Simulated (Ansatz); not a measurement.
**Si: energy along a strain**

Si, I4_1/amd, a = 4.743 Å, c = 2.659 Å (as given, not relaxed at this level: 2.5 GPa). This isn't the element's structure at ambient conditions. Ansatz: r2SCAN, PAW, 500 eV, Γ-centred 20×20×20 mesh on 2 atoms, Gaussian smearing 0.15 eV; no spin polarisation. Cell vectors (Å): -2.371 2.371 1.329; 2.371 -2.371 1.329; 2.371 2.371 -1.329. The cell is strained by x per cent times the pattern (1 0 0 0 0 0) in the order xx yy zz yz xz xy (engineering shears), with fractional coordinates held. y is the free energy over the start, V0 = 14.950 Å³/atom. Points with a strain past 8.5 % were computed too (3) and aren't used here.

| x (%) | y (meV/atom) |
| --- | --- |
| -7.50 | ? |
| -5.00 | 52.46 |
| -2.50 | 15.91 |
| 0.00 | 0.00 |
| 2.50 | 0.35 |
| 5.00 | 13.43 |
| 7.50 | 36.30 |

Fit y = c1 x + c2 x² + c3 x³ to the other rows, get the stiffness along the pattern, and predict the missing energy.

Least squares on the rows shown. y = −2.9337 x + 1.3193 x² − 0.037841 x³. The clamped-ion stiffness p·C·p = 2 × 13.19 eV × 160.2 / 14.950 Å³ = 283 GPa, which is C11 in these axes (second derivative at the start, which stands under stress). At x = -7.50 the fit asked for gives 112.18 meV/atom. The run gave 114.25 meV/atom, so the fit is 2.07 meV/atom too low, 1.8 % of the span of the series, against an rms of 0.14 meV/atom on the fitted rows. The row lies outside the fitted range. With a term in x⁴ added, a fit to the same known rows predicts 114.69 meV/atom, so most of the miss is curvature that the known rows already hold.